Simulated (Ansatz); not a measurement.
BaTiO3 (cubic perovskite)

```yaml
crystal:
  lattice:
    - [3.99442, 0.00000, 0.00000]
    - [0.00000, 3.99442, 0.00000]
    - [0.00000, 0.00000, 3.99442]
  atoms:
    - { symbol: Ba, position: [0.00000, 0.00000, 0.00000] }
    - { symbol: Ti, position: [0.50000, 0.50000, 0.50000] }
    - { symbol: O, position: [0.00000, 0.50000, 0.50000] }
    - { symbol: O, position: [0.50000, 0.50000, 0.00000] }
    - { symbol: O, position: [0.50000, 0.00000, 0.50000] }
```

E(V) scan at fixed shape, V₀ the volume above. Symmetry pins the atoms to their sites.

These are r2SCAN (plane waves to 500 eV, PAW, scalar-relativistic; Ansatz, a first-principles code) values and carry that method's errors. k mesh 8×8×8 (Γ-centred), Fermi-Dirac smearing 0.05 eV. E stands for the smeared free energy. BaTiO3 is run without spin polarisation. BaTiO3 was relaxed with its symmetry unable to fall. The PAW data are Ansatz's earlier set. This is a high-temperature form of BaTiO3. The zero of ΔE is the relaxed starting cell.

| V (Å³/atom) | ΔE (meV/atom) |
|---|---|
| 10.707 | 252.1 |
| 11.047 | 165.6 |
| 11.387 | 100.4 |
| 11.727 | 53.5 |
| 12.067 | 22.6 |
| 12.407 | 5.4 |
| 12.746 | 0.0 |
| 13.086 | 4.9 |
| 13.426 | 18.6 |
| 13.766 | 40.0 |
| 14.106 | 68.0 |
| 14.446 | 101.7 |
| 14.786 | 140.3 |

Q: What is the fitted pressure derivative B₀′?

A: 4.4.

Q: What bulk modulus B₀ follows from a third-order Birch-Murnaghan fit?

A: 180 GPa. Check by three points about V = 12.746 Å³/atom, step 0.340: d²E/dV² ≈ (5.4 − 2·0.0 + 4.9) meV / 0.340² = 0.0891 eV/Å⁶, and V·d²E/dV² × 160.2 = 182 GPa.

(Under strain, the slope of the energy per volume gives the stress and its curvature an elastic modulus.)
